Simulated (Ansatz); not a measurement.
**Questions on the electronic state of CuSn3S8**

System: CuSn3S8, a cell of a measured crystal with one cation replaced (not relaxed); the cell holds 12 atoms. One Sn of COD entry 7038070 is replaced by Cu, with no charge compensation.

```yaml
crystal:
  lattice:
    - [7.21340, 0.00000, 0.00000]
    - [-3.60670, 6.24698, 0.00000]
    - [0.00000, 0.00000, 5.54400]
  atoms:
    - { symbol: Cu, position: [0.00000, 0.00000, 0.00000] }
    - { symbol: Sn, position: [0.00000, 0.50000, 0.00000] }
    - { symbol: Sn, position: [0.50000, 0.00000, 0.00000] }
    - { symbol: Sn, position: [0.50000, 0.50000, 0.00000] }
    - { symbol: S, position: [0.16667, 0.33333, 0.73690] }
    - { symbol: S, position: [0.16667, 0.83333, 0.73690] }
    - { symbol: S, position: [0.66667, 0.33333, 0.73690] }
    - { symbol: S, position: [0.66667, 0.83333, 0.73690] }
    - { symbol: S, position: [0.33333, 0.16667, 0.26310] }
    - { symbol: S, position: [0.33333, 0.66667, 0.26310] }
    - { symbol: S, position: [0.83333, 0.16667, 0.26310] }
    - { symbol: S, position: [0.83333, 0.66667, 0.26310] }
```

Numbers behind element symbols give the atom's place in this list.

The calculation used DFT, PBE+U, PAW, plane waves, scalar-relativistic (Ansatz).

```yaml
Hubbard_term_Dudarev_form: U − J = 4 eV on Cu d, on Löwdin-orthonormalised all-electron atomic orbitals
Plane-wave_cutoff: 420 eV
k-point_mesh: 2×2×3 (Γ-centred)
Occupations: Gaussian smearing, 0.01 eV
```

A static U favours moments and orbital order; the result depends on U and need not be the measured state. With one magnetic atom in the cell its copies can only be parallel; orders in a larger cell may lie lower.

Only collinear orders within this cell were tried; the true ground state may need a larger cell.

Which state comes out lowest among 4 converged runs with various starts and settings? Give the order, the site moments and the gap.

Weakly magnetic, site moments Cu1 0.02 μB, total 0.17 μB per cell, no gap on the k-mesh.
